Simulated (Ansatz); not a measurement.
AlAu (CsCl type, Pm-3m) at seven volumes, LDA (plane waves, PAW; program Ansatz), scaled uniformly. One row is withheld.

| V (Å³/atom) | P (GPa) |
|---|---|
| 14.250 | 16.42 |
| 14.720 | 9.77 |
| 15.190 | 4.38 |
| 15.660 | 0.00 |
| 16.130 | -3.68 |
| 16.599 | ? |
| 17.069 | -9.24 |

Q: Fit the shown pressures and predict the withheld one.

A: P = (3/2)B₀(x^(7/2) − x^(5/2))[1 + (3/4)(B′ − 4)(x − 1)] with x = (V₀/V)^(2/3). Least squares on the six rows gives V₀ = 15.655 Å³/atom, B₀ = 135 GPa, B′ = 5.45. At V = 16.599, x = 0.9617 and P = -6.74 GPa. The run itself gave -6.74 GPa.

The first step of the workflow began from a Materials Project structure, measured or hypothetical; the Crystallography Open Database copy checked does not list it. With Al and Au taken as one species the cell has the higher symmetry Im-3m, so it may be an ordered model of a mixed-site phase. Whether it is the stable phase at ambient conditions was not checked. Symmetry was held in the LDA relaxation. At this level the phase is mechanically unstable. Spin–orbit coupling is left out wherever it is not named.

Potentials: the later of the program's two PAW sets.
